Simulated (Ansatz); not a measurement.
Polymorphs of GaN, each relaxed with r²SCAN (plane waves, PAW; program Ansatz):

A: P-6m2
a = b = 2.9366 Å, c = 2.6513 Å, α = β = 90.00°, γ = 120.00°

```tsv
atom	site	symmetry	x	y	z
Ga	1a	-6m2	0.0000	0.0000	0.0000
N	1f	-6m2	0.6667	0.3333	0.5000
```

B: wurtzite (P6_3mc)
a = b = 3.1833 Å, c = 5.1838 Å, α = β = 90.00°, γ = 120.00°

| atom | site | symmetry | x | y | z |
|---|---|---|---|---|---|
| Ga | 2b | 3m. | 0.6667 | 0.3333 | 0.4991 |
| N | 2b | 3m. | 0.3333 | 0.6667 | 0.3759 |

### Question
Order them by energy per atom at 0 K (lowest first) at the level r²SCAN.

### Answer
B (+0 meV/atom), A (+1020 meV/atom)

### Question
Give each one's gap.

### Answer
A no gap; B 2.35 eV.

Constructed cells (a structure type filled with these elements, in neither database checked): A. Not the usual ambient phase: A. All cells were relaxed under the symmetry of their starts (and spin orders); stability against distortions was not tested throughout. Scalar-relativistic: spin–orbit coupling is off unless named, which matters more the heavier the elements.

Energies hold the estimated change up to a 700 eV cutoff; steps of a few meV lie near the error of the meshes.

Potentials: the earlier of the program's two PAW sets.
